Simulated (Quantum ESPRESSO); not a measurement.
Quadrupole interaction in KTaO₃

```
CELL_PARAMETERS angstrom
      3.98830     0.00000     0.00000
      0.00000     3.98830     0.00000
      0.00000     0.00000     3.98830
ATOMIC_POSITIONS crystal
  K  0.50000 0.50000 0.50000
  O  0.50000 0.00000 0.00000
  O  0.00000 0.50000 0.00000
  O  0.00000 0.00000 0.50000
  Ta 0.00000 0.00000 0.00000
```
The cell was made here from an entry of the Crystallography Open Database (unchecked): atoms relaxed with PBE in the measured cell (PBE without dispersion, pw.x of a modified build of Quantum ESPRESSO, symmetry kept).  Stability against distortions was not tested. The run has no spin polarisation.

Principal values are ordered |Vxx| ≤ |Vyy| ≤ |Vzz|, η = (Vxx − Vyy)/Vzz, and C_Q = eQVzz/h is given by its size. Cores are frozen. Against all-electron runs on small test molecules, this scheme's |Vzz| missed by −2 to +6 % on O.

Quadrupole moments taken as inputs (sizes, barn, from the tables of PySCF and pymatgen): ³⁹K 0.0585, ¹⁷O 0.0256, ¹⁸¹Ta 3.17.

Question: What do the calculations give at each independent site (field gradients by PBE PAW (JTH datasets; density from pw.x of Quantum ESPRESSO, gradients reconstructed from it by a script), 22.5 Ha, k-mesh 6×6×6 through Γ)?

Answer: 
| site | site symmetry | Vzz (a.u.) | η_Q | ∣C_Q∣ (MHz) |
|---|---|---|---|---|
| K (atom 1) | m-3m | 0 | – | 0 (³⁹K) |
| O (atoms 2, 3, 4) | 4/mmm | 0.212 | 0.00 | 1.28 (¹⁷O) |
| Ta (atom 5) | m-3m | 0 | – | 0 (¹⁸¹Ta) |
